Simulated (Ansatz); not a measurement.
YbAlAu single point

Input file of Ansatz 0.2.0:

```yaml
crystal:
  lattice:
    - [7.240094, 0.0, 0.0]
    - [0.0, 4.276989, 0.0]
    - [0.0, 0.0, 8.477499]
  atoms:
    - { symbol: Au, position: [0.2653, 0.25, 0.37258] }
    - { symbol: Au, position: [0.2347, 0.75, 0.87258] }
    - { symbol: Au, position: [0.7653, 0.25, 0.12742] }
    - { symbol: Au, position: [0.7347, 0.75, 0.62742] }
    - { symbol: Yb, position: [0.03405, 0.25, 0.67447] }
    - { symbol: Yb, position: [0.46595, 0.75, 0.17447] }
    - { symbol: Yb, position: [0.53405, 0.25, 0.82553] }
    - { symbol: Yb, position: [0.96595, 0.75, 0.32553] }
    - { symbol: Al, position: [0.1391, 0.25, 0.0618] }
    - { symbol: Al, position: [0.3609, 0.75, 0.5618] }
    - { symbol: Al, position: [0.6391, 0.25, 0.4382] }
    - { symbol: Al, position: [0.8609, 0.75, 0.9382] }
kpoints:
  mp_grid: { grid: [3, 5, 3], shift: [0, 0, 0] }
  band_path:
    path:
      - [0.0, 0.0, 0.0]
      - [0.5, 0.0, 0.0]
      - [0.5, 0.5, 0.0]
      - [0.0, 0.5, 0.0]
      - [0.0, 0.0, 0.0]
      - [0.0, 0.0, 0.5]
      - [0.5, 0.0, 0.5]
      - [0.5, 0.5, 0.5]
      - [0.0, 0.5, 0.5]
      - [0.0, 0.0, 0.5]
      - [0.5, 0.0, 0.0]
    npoints: 6
magnetization:
  spin_polarized: false
scf:
  occupations: { method: fermi_dirac }
  lower_state_search: "off"
  max_iter: 200
hamiltonian:
  pseudopotentials: { kind: paw }
  xc: r2scan
basis:
  ecutwfc: 500
  fft_grid_basis: typed
output:
  forces: true
  stress: true
  eigenvalues: true
  bader: true
  populations: true
  elf: true
  write_potential: true
  volumetric_format: npy
  dos:
    e_range: [-12, 8]
    de: 0.05
    projected: { site_lists: { Al: [Al], Au: [Au], Yb: [Yb] } }
checkpoint:
  read: saved_state
```

The saved state is an earlier solution for the same cell, perhaps on another mesh. 

Excerpt of what it printed:

```
SCF iter   1: F=-110048.3801 eV  Δρ=2.40e-3  dr2=2.40e-2  dr2_τ=2.02e-3
SCF iter   2: F=-110048.1998 eV  Δρ=7.22e-3  dr2=1.45e-1  dr2_τ=4.00e-4  recentre
SCF iter   3: F=-110048.3669 eV  Δρ=3.09e-3  dr2=2.92e-2  dr2_τ=3.68e-4
SCF iter   4: F=-110048.3886 eV  Δρ=1.39e-3  dr2=1.24e-2  dr2_τ=2.43e-4
SCF iter   5: F=-110048.3918 eV  Δρ=8.30e-4  dr2=4.74e-3  dr2_τ=4.75e-5
SCF iter   6: F=-110048.3943 eV  Δρ=4.30e-4  dr2=2.66e-4  dr2_τ=5.04e-5
SCF iter   7: F=-110048.3943 eV  Δρ=1.88e-4  dr2=1.23e-4  dr2_τ=4.69e-6
SCF iter   8: F=-110048.3944 eV  Δρ=8.70e-5  dr2=3.11e-5  dr2_τ=6.44e-7
SCF iter   9: F=-110048.3948 eV  Δρ=3.56e-5  dr2=3.80e-6  dr2_τ=2.46e-7
SCF iter  10: F=-110048.3948 eV  Δρ=4.80e-5  dr2=5.73e-6  dr2_τ=2.00e-8
SCF iter  11: F=-110048.3948 eV  Δρ=1.04e-5  dr2=1.88e-7  dr2_τ=5.34e-9
SCF iter  12: F=-110048.3948 eV  Δρ=1.60e-5  dr2=6.32e-7  dr2_τ=3.15e-9
SCF iter  13: F=-110048.3948 eV  Δρ=5.94e-6  dr2=8.90e-8  dr2_τ=2.39e-10
Free energy (F): -110048.3948 eV
Harris-Foulkes:  -110048.3948 eV  (|F-HF|=9.08e-8)
Internal energy: -110047.8808 eV  (E = F + TS)
E sigma→0 (E₀):  -110048.1378 eV
Entropy (-TS):   -0.5141 eV (-42.839 meV/atom)
Fermi energy:    13.2404 eV
--- Per-component energies (eV) ---
  E_band       = -1219.9979
  E_kinetic    = 3933.2311
  E_local      = -35475.2885  (includes V_loc(G=0)·N_el)
  E_nonlocal   = 2480.1679
  E_hartree    = 15488.1805
  E_xc         = -1670.1565
  E_vxc        = -2283.9800  (∫ρ·V_xc dr)
  E_paw        = -70247.0605  (= ΣΔE_a)
  E_vpaw       = -999.4955  (= ΣTr[D̂ρ^β])
  E_aug_tail   = 0.0029  (compensation charges beyond the density's cutoff)
  E_vtau       = 149.0630  (kinetic-family band-sum trace: ∫τ·v_τ [+ j·A + Jᵃ·Aᵃ] dr)
  E_ewald      = -24559.4086
  E_core_change = 2.4511  (= ΣΔE_core)
  E_smearing   = -0.5141  (= −TS)
--- Forces (eV/Å), atoms counted from 1 ---
  atom   1  Au     0.3180     0.0000     0.1329
  atom   2  Au    -0.3180     0.0000     0.1329
  atom   3  Au     0.3180     0.0000    -0.1329
  atom   4  Au    -0.3180     0.0000    -0.1329
  atom   5  Yb    -0.0184     0.0000     0.1944
  atom   6  Yb     0.0184     0.0000     0.1944
  atom   7  Yb    -0.0184     0.0000    -0.1944
  atom   8  Yb     0.0184     0.0000    -0.1944
  atom   9  Al    -0.0042     0.0000    -0.1877
  atom  10  Al     0.0042     0.0000    -0.1877
  atom  11  Al    -0.0042     0.0000     0.1877
  atom  12  Al     0.0042     0.0000     0.1877
--- Stress (GPa, compression-positive) ---
       -3.1265       0.0000       0.0000
        0.0000      -2.3630       0.0000
        0.0000       0.0000      -5.7392
  P = ⅓ Tr σ = -3.7429 GPa (-37.429 kbar)
--- Löwdin populations: 12 sites ---
  site symbol       q [e]
     0     Au     18.3572
     1     Au     18.3572
     2     Au     18.3572
     3     Au     18.3572
     4     Yb     24.1662
     5     Yb     24.1662
     6     Yb     24.1662
     7     Yb     24.1662
     8     Al      3.2862
     9     Al      3.2862
    10     Al      3.2862
    11     Al      3.2862
  spilling = 0.0041 (of n_electrons = 184.0000)
```

Origin: a known structure type with other elements, at an estimated volume, so it need not be a known compound. Caveats: no spin polarisation, so a magnetic state may lie lower; f levels without a U or exact exchange are poorly placed.
